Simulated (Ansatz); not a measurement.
A geometry of ScAl3 away from equilibrium: step 5 of the relaxation of a relaxed ScAl3 cell shaken by Gaussian noise of σ = 0.08 Å a coordinate. All values below come from PBEsol (plane waves to 420 eV, PAW, scalar-relativistic; Ansatz, an electronic-structure program). Γ-centred k-mesh 6×6×6 on the run's cell (coarser than for final values), Fermi–Dirac smearing 0.05 eV.

```xyz
8
Lattice="5.2704 0.0252 -0.0456 0.0252 5.2624 -0.0159 -0.0456 -0.0159 5.2950" Properties=species:S:1:pos:R:3 pbc="T T T"
Al     1.3242    -0.0560     2.9106
Al     3.9572    -0.0781     2.8463
Al    -0.0811     2.6611     1.3437
Al    -0.0451     2.6244     3.9948
Al     2.7453     1.3132    -0.2349
Al     2.7913     3.9331    -0.2218
Sc     0.1228     0.0112     0.2521
Sc     2.5854     2.5376     2.4144
```

### Question
Predict the force on each atom, in eV/Å.

### Answer
| atom | Fx | Fy | Fz |
|---|---|---|---|
| Al1 | -0.16 | -0.13 | 0.01 |
| Al2 | 0.19 | -0.06 | -0.03 |
| Al3 | -0.01 | 0.00 | 0.03 |
| Al4 | 0.01 | 0.00 | -0.04 |
| Al5 | 0.09 | 0.02 | -0.02 |
| Al6 | 0.03 | -0.10 | 0.01 |
| Sc7 | 0.01 | 0.11 | 0.13 |
| Sc8 | -0.16 | 0.16 | -0.10 |

### Question
What is the pressure?

### Answer
-0.4 GPa, compression positive.

### Question
How much energy per atom can still be gained by relaxing?

### Answer
0.02 eV/atom; the path ends in R32 (No. 155).

No spin polarisation in the result.

The end of the path is a generated cell of ScAl3: the first start was made by placing the elements on the sites of a structure type, and the end was not matched to a known phase here, so it may be hypothetical.
